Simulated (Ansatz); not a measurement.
**ZrB2 — experiment and calculation at the nuclei**

Cell of run 1: a structure deposited in the COD, whose atoms a relaxation with PBE at fixed cell left in place.

```xyz
3
Lattice="3.1700 0.0000 0.0000 -1.5850 2.7453 0.0000 0.0000 0.0000 3.5330" Properties=species:S:1:pos:R:3 pbc="T T T"
Zr    0.0000    0.0000    0.0000
B     0.0000    1.8302    1.7665
B     1.5850    0.9151    1.7665
```

Sites (sets of like atoms) are named by element and the number of their first atom in this list.

All runs are DFT with Ansatz 0.2.0 (plane waves and PAW, scalar-relativistic unless spin–orbit coupling is named, Γ-centred meshes, Fermi–Dirac smearing) in this cell.

Run 1: PBE, atoms relaxed; 420 eV, 17×17×13 k-points, smearing 0.05 eV.
Run 2: r2SCAN, at the relaxed atoms; 500 eV, 17×17×13 k-points, smearing 0.05 eV.
Run 3: PBE with spin–orbit coupling, at the relaxed atoms; 420 eV, 17×17×13 k-points, smearing 0.05 eV.
Run 4: LDA, at the relaxed atoms; 420 eV, 17×17×13 k-points, smearing 0.05 eV.

B-11: I = 3/2, Q = 40.59 mb (Pyykkö 2018). C_Q = eQV_zz/h. ν_Q = 3|C_Q|/[2I(2I − 1)].

Problem. Give ν_Q of B-11 for each run, and set them against experiment.

Solution. 

| quantity | unit | measured | run 1 | run 2 | run 3 | run 4 |
| --- | --- | --- | --- | --- | --- | --- |
| ν_Q of B-11 | MHz | 0.054 | 0.028 | 0.029 | 0.028 | 0.035 |

For the ν_Q of B-11, the closest is run 4 (-36 %), the farthest runs 1, 3 (-48 %).

**Where the measured values come from.**

“Doping-induced superconductivity of ZrB2 and HfB2”, 2017, arxiv:1703.03253 reports, for a powder: ν_Q of B-11 about 54 kHz. On the ν_Q of B-11: quadrupole splitting nu_Q, not the coupling constant C_Q; one typical value given for both ZrB2 and HfB2.

The runs hold the atoms at rest, while the measurements include thermal motion.

In runs 1, 2, 3, 4 there is no gap above 0.1 eV, so the gradients can move by 10 % or more with the k-mesh. The cell isn't the equilibrium one in run 4 (calculated pressure -9 GPa), and the entry's cell may itself be off.
